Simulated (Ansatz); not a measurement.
**Cd2Ru: input and output**

input.yaml (Ansatz 0.2.0)

```yaml
crystal:
  lattice:
    - [4.616134, 0.993903, -1.703121]
    - [-0.108518, 5.841507, -0.320039]
    - [0.25276, 0.30146, 4.634605]
  atoms:
    - { symbol: Cd, position: [0.190025, 0.893318, 0.466704] }
    - { symbol: Cd, position: [0.143001, 0.690066, 0.964116] }
    - { symbol: Cd, position: [0.751406, 0.613455, 0.466576] }
    - { symbol: Cd, position: [0.515769, 0.204761, 0.418166] }
    - { symbol: Ru, position: [0.637573, 0.404814, 0.941865] }
    - { symbol: Ru, position: [0.611756, 0.928913, 0.970054] }
kpoints:
  mp_grid: { grid: [4, 3, 4], shift: [0.0, 0.0, 0.5] }
magnetization:
  spin_polarized: false
scf:
  occupations: { method: fermi_dirac }
  lower_state_search: "off"
  max_iter: 200
hamiltonian:
  pseudopotentials: { kind: paw }
  xc: mr2scan
basis:
  ecutwfc: 500
  fft_grid_basis: typed
output:
  forces: true
  stress: true
  eigenvalues: true
  bader: true
  populations: true
  elf: true
  write_potential: true
  volumetric_format: npy
  dos:
    e_range: [-12, 8]
    de: 0.05
    projected: { site_lists: { Cd: [Cd], Ru: [Ru] } }
checkpoint:
  read: saved_state
```

The saved state is an earlier solution for the same cell, perhaps on another mesh. 

Excerpt of what it printed:

```
Pseudopotentials: kind: paw
Pseudopotential: Cd, paw, valence charge 20, recommended cutoff 500 eV (meta_gga), Cd.paw.azcp
Pseudopotential: Ru, paw, valence charge 16, recommended cutoff 500 eV (meta_gga), Ru.paw.azcp
Functional definition: m-r2SCAN
  exchange = m_r2scan_x
  correlation = m_r2scan_c
Crystal: 6 atoms, lattice volume = 128.408 Å³
Basis set: ecut = 500 eV, 3259 PW (Γ), exchange–correlation on 160×180×144 points (64 copies of the dense FFT grid, shifted against one another)
Bands: 68, of which v1, the nominal top of the filled ones, is band 56 counted from 1 (55 counted from 0)
Symmetry: 1 space group operations
Space group: P1 (ITA 1), of the structure as read, at distance tolerance 5.0e-5 Å
k-points: 24 of 48 (time reversal used)
Initial density: read from a saved state, or passed on in memory by an earlier SCF of this step, an earlier step, the calling program or the single point that the run made first
Functional: x = mr2scan, c = mr2scan; τ floored in thin density (d = 2e-4 eV/Å³)
SCF iter   1: F=-44850.1861 eV  Δρ=2.68e-3  dr2=2.99e-3  dr2_τ=2.70e-3
SCF iter   2: F=-44850.1903 eV  Δρ=7.89e-4  dr2=5.96e-4  dr2_τ=1.41e-4
SCF iter   3: F=-44850.1905 eV  Δρ=2.78e-4  dr2=8.50e-5  dr2_τ=9.42e-6
SCF iter   4: F=-44850.1906 eV  Δρ=7.15e-5  dr2=8.27e-6  dr2_τ=5.68e-7
SCF iter   5: F=-44850.1906 eV  Δρ=2.86e-5  dr2=1.36e-6  dr2_τ=9.06e-8
SCF iter   6: F=-44850.1906 eV  Δρ=1.05e-5  dr2=1.09e-7  dr2_τ=1.76e-8
SCF iter   7: F=-44850.1906 eV  Δρ=3.55e-6  dr2=1.58e-8  dr2_τ=1.52e-9
Free energy (F): -44850.1906 eV
Harris-Foulkes:  -44850.1906 eV  (|F-HF|=5.15e-9)
Internal energy: -44850.0221 eV  (E = F + TS)
E sigma→0 (E₀):  -44850.1064 eV
Entropy (-TS):   -0.1685 eV (-28.077 meV/atom)
Fermi energy:    13.6877 eV
--- Per-component energies (eV) ---
  E_band       = -2117.4780
  E_kinetic    = 3051.6013
  E_local      = -16812.6904  (includes V_loc(G=0)·N_el)
  E_nonlocal   = 823.2218
  E_hartree    = 7461.3586
  E_xc         = -1040.8681
  E_vxc        = -1517.1168  (∫ρ·V_xc dr)
  E_paw        = -23376.9781  (= ΣΔE_a)
  E_vpaw       = -2693.0530  (= ΣTr[D̂ρ^β])
  E_aug_tail   = 0.0002  (compensation charges beyond the density's cutoff)
  E_vtau       = 107.8378  (kinetic-family band-sum trace: ∫τ·v_τ [+ j·A + Jᵃ·Aᵃ] dr)
  E_ewald      = -14952.7865
  E_core_change = -2.8810  (= ΣΔE_core)
  E_smearing   = -0.1685  (= −TS)
--- Forces (eV/Å), atoms counted from 1 ---
  atom   1  Cd    -0.7242     0.8455     0.1377
  atom   2  Cd     0.2314    -0.9372     0.2158
  atom   3  Cd    -0.2626     0.0341    -0.1191
  atom   4  Cd     0.2384     0.0039    -0.1418
  atom   5  Ru     0.0792    -0.4827     0.4288
  atom   6  Ru     0.4378     0.5363    -0.5214
--- Stress (GPa, compression-positive) ---
       -2.6842       2.7170       1.2185
        2.7170      -5.7909       2.5917
        1.2185       2.5917       3.8497
  P = ⅓ Tr σ = -1.5418 GPa (-15.418 kbar)
```

Origin: a disordered cell, so it need not be a known compound. Caveats: the k mesh is coarse if the cell is a metal; m-r2SCAN is r2SCAN with a changed spin dependence that lowers moments.
